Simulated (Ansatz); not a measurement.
Consider the following.

CdS (zinc blende), conventional cell a = b = c = 5.927 Å, α = β = γ = 90.00°. The calculation uses the primitive cell of 2 atoms, to which meshes and values per cell refer.

This relaxed cell (volume V₀) is scaled evenly in all directions, its shape held. Symmetry pins the atoms to their sites.

Calculation: PBE (plane waves to 420 eV, PAW, scalar-relativistic; Ansatz, a program for electronic structure). k mesh 10×10×10 (Γ-centred), Fermi-Dirac smearing 0.05 eV. E stands for the smeared free energy. Stress and pressure are positive under compression. CdS was relaxed with its symmetry unable to fall. The PAW data are Ansatz's earlier set. ΔE is measured from the relaxed starting cell.

The scan covers V/V₀ from 0.940 to 1.060 in 11 points.

Question: What bulk modulus B₀ follows from a third-order Birch-Murnaghan fit?

Answer: 53.4 GPa.

Question: What is the fitted pressure derivative B₀′?

Answer: 4.6.

(Under strain, the slope of the energy per volume gives the stress and its curvature an elastic modulus.)
